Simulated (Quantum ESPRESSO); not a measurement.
Band energies of CsHgF3

```
CELL_PARAMETERS angstrom
      4.59545     0.00000     0.00000
      0.00000     4.59545     0.00000
      0.00000     0.00000     4.59545
ATOMIC_POSITIONS crystal
  F  0.00000 0.50000 0.50000
  F  0.50000 0.00000 0.50000
  F  0.50000 0.50000 0.00000
  Cs 0.00000 0.00000 0.00000
  Hg 0.50000 0.50000 0.50000
```

LDA (Quantum ESPRESSO, PseudoDojo norm-conserving, 84 Ry, no spin-orbit coupling); path ΓXMΓRX,MR; energies in eV from the valence-band maximum.

| k (1/Å) | point | band 21 | band 22 | band 23 | band 24 | band 25 | band 26 | band 27 | band 28 |
|---|---|---|---|---|---|---|---|---|---|
| 0.00 | Γ | -2.29 | -2.29 | -2.04 | -2.04 | -2.04 | 0.45 | 6.53 | 6.53 |
| 0.23 |  | -2.26 | -2.26 | -2.18 | -2.02 | -2.02 | 1.03 | 6.70 | 6.76 |
| 0.68 | X | -2.33 | -2.33 | -2.01 | -1.80 | -1.80 | 3.06 | 6.12 | 7.28 |
| 0.91 |  | -2.31 | -2.23 | -1.84 | -1.84 | -1.30 | 3.23 | 6.43 | 7.55 |
| 1.37 | M | -1.99 | -1.95 | -1.95 | -1.94 | 0.00 | 4.06 | 7.81 | 8.05 |
| 1.56 |  | -2.01 | -1.97 | -1.97 | -1.96 | -0.24 | 3.74 | 7.29 | 8.13 |
| 1.95 |  | -2.22 | -2.17 | -2.16 | -2.02 | -1.60 | 1.80 | 6.90 | 7.31 |
| 2.33 | Γ | -2.29 | -2.29 | -2.04 | -2.04 | -2.04 | 0.45 | 6.53 | 6.53 |
| 2.50 |  | -2.28 | -2.27 | -2.17 | -2.00 | -2.00 | 0.77 | 6.67 | 6.67 |
| 2.84 |  | -2.15 | -2.04 | -2.04 | -1.51 | -1.51 | 2.42 | 7.46 | 7.46 |
| 3.01 |  | -2.07 | -1.86 | -1.86 | -0.99 | -0.99 | 3.32 | 7.25 | 7.25 |
| 3.35 |  | -1.68 | -1.65 | -1.65 | -0.13 | -0.13 | 4.83 | 6.16 | 6.16 |
| 3.52 | R | -1.61 | -1.61 | -1.61 | 0.00 | 0.00 | 5.31 | 5.97 | 5.97 |
| 3.79 |  | -1.77 | -1.73 | -1.68 | -0.50 | -0.19 | 4.45 | 6.42 | 6.42 |
| 4.07 |  | -2.04 | -1.95 | -1.77 | -1.58 | -0.79 | 3.59 | 6.79 | 7.41 |
| 4.21 |  | -2.22 | -2.06 | -1.90 | -1.79 | -1.25 | 3.30 | 6.52 | 7.67 |
| 4.48 | X | -2.33 | -2.33 | -2.01 | -1.80 | -1.80 | 3.06 | 6.12 | 7.28 |
| 4.48 | M | -1.99 | -1.95 | -1.95 | -1.94 | 0.00 | 4.06 | 7.81 | 8.05 |
| 4.83 |  | -1.80 | -1.76 | -1.76 | -1.04 | 0.00 | 4.39 | 6.73 | 6.73 |
| 5.17 | R | -1.61 | -1.61 | -1.61 | 0.00 | 0.00 | 5.31 | 5.97 | 5.97 |

The LDA gap is indirect, 0.45 eV, from R to Γ; the smallest direct gap is 2.48 eV.

Spin-orbit coupling is left out, which matters for elements this heavy: edges can move by tenths of an eV. The cell is held in this high symmetry; tilts and polar distortions were not searched.

Geometry of the Materials Project entry, not relaxed at this level.
